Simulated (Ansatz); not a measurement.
TiNi:
```yaml
crystal:
  lattice:
    - [1.45226, -4.68631, 0.00000]
    - [1.45226, 4.68631, 0.00000]
    - [0.00000, 0.00000, 3.97487]
  atoms:
    - { symbol: Ti, position: [0.85778, 0.14222, 0.75000] }
    - { symbol: Ti, position: [0.14222, 0.85778, 0.25000] }
    - { symbol: Ni, position: [0.58530, 0.41470, 0.75000] }
    - { symbol: Ni, position: [0.41470, 0.58530, 0.25000] }
```

Relaxed with r²SCAN.

Map the electron localisation function on the plane through (0.858, 0.142, 0.750) spanned by u = [1, 1, 0] and v = [1, -1, 0] in lattice vectors, from r²SCAN (plane waves, PAW; program Ansatz).

x is the fraction of u, y of v (the angle between them is 90°; rows are the nearest grid lines); atoms in the plane: Ti at (0.00, 0.00), Ti at (0.50, 0.50), Ni at (0.00, 0.73), Ni at (0.50, 0.23).
```
y \ x   0.000  0.0625  0.188  0.250  0.375  0.438  0.562  0.625  0.750  0.812  0.938   1.00
------  -----  ------  -----  -----  -----  -----  -----  -----  -----  -----  -----  -----
1.00    0.541   0.619  0.708  0.499  0.070  0.116  0.116  0.070  0.499  0.708  0.619  0.541
0.925   0.638   0.598  0.249  0.091  0.082  0.147  0.147  0.082  0.091  0.249  0.598  0.638
0.850   0.310   0.316  0.361  0.392  0.444  0.462  0.462  0.444  0.392  0.361  0.316  0.310
0.775   0.606   0.529  0.218  0.156  0.229  0.350  0.350  0.229  0.156  0.218  0.529  0.606
0.700   0.931   0.868  0.306  0.193  0.229  0.337  0.337  0.229  0.193  0.306  0.868  0.931
0.625   0.199   0.206  0.270  0.285  0.170  0.131  0.131  0.170  0.285  0.270  0.206  0.199
0.550   0.400   0.321  0.110  0.234  0.698  0.764  0.764  0.698  0.234  0.110  0.321  0.400
0.450   0.125   0.092  0.069  0.255  0.717  0.753  0.753  0.717  0.255  0.069  0.092  0.125
0.375   0.414   0.404  0.330  0.289  0.244  0.241  0.241  0.244  0.289  0.330  0.404  0.414
0.300   0.431   0.400  0.208  0.162  0.200  0.230  0.230  0.200  0.162  0.208  0.400  0.431
0.225   0.379   0.316  0.153  0.193  0.789  0.968  0.968  0.789  0.193  0.153  0.316  0.379
0.150   0.274   0.288  0.282  0.234  0.208  0.214  0.214  0.208  0.234  0.282  0.288  0.274
0.0750  0.660   0.609  0.231  0.123  0.296  0.424  0.424  0.296  0.123  0.231  0.609  0.660
0.000   0.541   0.619  0.708  0.499  0.070  0.116  0.116  0.070  0.499  0.708  0.619  0.541
```

The density is the valence pseudo-density with augmentation charge, so density and ELF within about 1 Å of a nucleus are not all-electron values.

Space group Cmcm. The start of the workflow was typed in or built on a structure type; neither database checked (COD, Materials Project) lists it. COD files the formula under space group No. 11, 147, so this cell is another polymorph or a model. Its standing as an ambient phase is unchecked. The r²SCAN relaxation kept the symmetry of its start; its stability against distortions is not shown here. The workflow began spin-polarised and lost its moments.

Potentials: the earlier of the program's two PAW sets.
